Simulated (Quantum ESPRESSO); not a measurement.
Band energies of WS₂

```
WS2
1.0
    3.15382     0.00000     0.00000
   -1.57691     2.73129     0.00000
    0.00000     0.00000    12.13834
S W
4 2
Cartesian
  0.00000   1.82086   7.52865
  1.57691   0.91043   4.60969
  1.57691   0.91043   1.45948
  0.00000   1.82086  10.67886
  0.00000   1.82086   3.03459
  1.57691   0.91043   9.10376
```

PBE (pw.x of Quantum ESPRESSO, ONCV potentials, no spin-orbit coupling); path ΓMKΓALHA,LM,KH; energies in eV from the valence-band maximum.

```
k (1/Å)  point  band 22  band 23  band 24  band 25  band 26  band 27  band 28  band 29
-------  -----  -------  -------  -------  -------  -------  -------  -------  -------
0.00         Γ    -2.22    -2.22    -1.42    -1.29     0.00     2.25     2.25     2.26
0.58              -2.69    -2.59    -1.90    -1.69    -1.53     1.29     1.76     2.03
1.15         M    -2.80    -2.04    -1.79    -1.79    -1.56     2.27     2.33     2.53
1.81         K    -4.26    -2.95    -2.95    -0.81    -0.57     1.26     1.26     1.91
2.38              -3.16    -2.19    -2.16    -1.57    -1.55     0.92     1.93     2.19
2.95              -2.41    -2.20    -1.29    -1.28    -0.24     2.09     2.14     2.21
3.14         Γ    -2.22    -2.22    -1.42    -1.29     0.00     2.25     2.25     2.26
3.14         A    -2.25    -2.25    -2.25    -0.31    -0.31     2.24     2.24     2.24
3.31              -2.39    -2.16    -2.16    -0.42    -0.42     2.19     2.19     2.24
3.96              -2.81    -2.15    -2.15    -1.88    -1.88     1.99     1.99     2.06
4.29         L    -2.96    -1.91    -1.91    -1.66    -1.66     2.30     2.30     2.73
4.46              -2.95    -2.53    -2.53    -1.35    -1.35     2.22     2.22     2.75
4.96         H    -3.79    -3.18    -3.18    -0.70    -0.70     1.26     1.26     2.50
5.40              -3.63    -2.47    -2.47    -1.45    -1.45     1.54     1.54     2.55
5.84              -2.99    -1.99    -1.99    -1.11    -1.11     1.61     1.61     2.03
6.28         A    -2.25    -2.25    -2.25    -0.31    -0.31     2.24     2.24     2.24
6.28         L    -2.96    -1.91    -1.91    -1.66    -1.66     2.30     2.30     2.73
6.54         M    -2.80    -2.04    -1.79    -1.79    -1.56     2.27     2.33     2.53
6.54         K    -4.26    -2.95    -2.95    -0.81    -0.57     1.26     1.26     1.91
6.80         H    -3.79    -3.18    -3.18    -0.70    -0.70     1.26     1.26     2.50
```

The PBE gap is indirect, 0.92 eV, from Γ to 43 % of the way from K to Γ; the smallest direct gap is 1.83 eV.

Without spin-orbit coupling, band edges of such heavy elements can be off by tenths of an eV.

Geometry relaxed with PBE+D3(BJ).
